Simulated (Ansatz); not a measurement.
Problem. Band gap from LDA minus that from PBE (eV), each on its own relaxed cell (Ansatz, a first-principles code, plane waves, PAW; no spin–orbit coupling, no Hubbard U), over 14 phases of the class «nitrides»: what sign and size do you expect?

Solution. Mean -0.01 eV, median -0.11 eV, mean absolute 0.26 eV; eight in ten lie between -0.34 and 0.41 eV, and 36 % are above zero.

Some cases that may be named, with their rank among the 14 from the lowest: BN, P6_3/mmc (B on 2c, N on 2d) -0.35 eV (rank 2); BN, wurtzite -0.30 eV (rank 3); BN, zinc blende -0.07 eV (rank 8); AlN, zinc blende -0.06 eV (rank 9); GaN, zinc blende 0.41 eV (rank 13); GaN, wurtzite 0.42 eV (rank 14).

The phases are those computed here (of each formula those with measured values and the lowest at some level), not a balanced benchmark, and neither functional is the truth. Pairs that end in unlike spin orders or unlike minima (c/a over 6 % apart, 30 % for weakly bound crystals), magnets with 4f shells, solids of gases and phases set aside for tests are left out.

2 are weakly bound layers, chains or molecules. 1 relaxed far from the usual cell at some level.

Relaxed far from the usual cell of the phase: BN, P6_3/mmc (B on 2c, N on 2d) with PBE. Weakly bound layers, chains or molecules computed without a dispersion correction, so cells and soft constants are ill determined: BN, P6_3/mmc (B on 2c, N on 2d) with LDA; BN, P6_3/mmc (B on 2c, N on 2d) with PBE. All cells were relaxed under the symmetry of their starts (and spin orders); stability against distortions was not tested throughout. Scalar-relativistic: spin–orbit coupling is off unless named, which matters more the heavier the elements.

Potentials: the later of the program's two PAW sets.

Ansatz is a plane-wave DFT program.
